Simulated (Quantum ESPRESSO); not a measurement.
```
MgH2
1.0
    4.43192     0.00000     0.00000
    0.00000     4.43192     0.00000
    0.00000     0.00000     3.05239
Mg H
2 4
Cartesian
  2.21596   2.21596   1.52620
  0.00000   0.00000   0.00000
  3.08059   3.08059   0.00000
  1.35133   1.35133   0.00000
  3.56729   0.86463   1.52620
  0.86463   3.56729   1.52620
```
The cell was made here from a computed Materials Project entry: strained by +2 % along the unique axis and by -1 % across it, atoms relaxed (PBE without dispersion, pw.x of a modified build of Quantum ESPRESSO, symmetry kept). The parent is MgH2 in P4₂/mnm. Stability against distortions was not tested.

A lattice sum over point charges, one formal value an element (Mg +2, H -1), with no Sternheimer factor, costs far less than a self-consistent run. Taken along the main axis of each site's self-consistent tensor, it gives:

```
site                  V along that axis, point charges (a.u.)
--------------------  ---------------------------------------
Mg (atoms 1, 2)                                         0.015
H (atoms 3, 4, 5, 6)                                   -0.097
```

Question: How do the values of the PAW reconstruction of the field gradient on a scalar-relativistic PBE ground state (Quantum ESPRESSO, JTH datasets) compare?

Answer: 
```json
[
 {"site": "Mg", "Vzz, PAW (a.u.)": "0.099", "PAW over point charges": "6.7"},
 {"site": "H", "Vzz, PAW (a.u.)": "-0.056", "PAW over point charges": "0.6"}
]
```
  Cores are frozen. Against all-electron runs on small test molecules, this scheme's |Vzz| missed by −3 to +1 % on H. Mg had no test against all-electron runs.
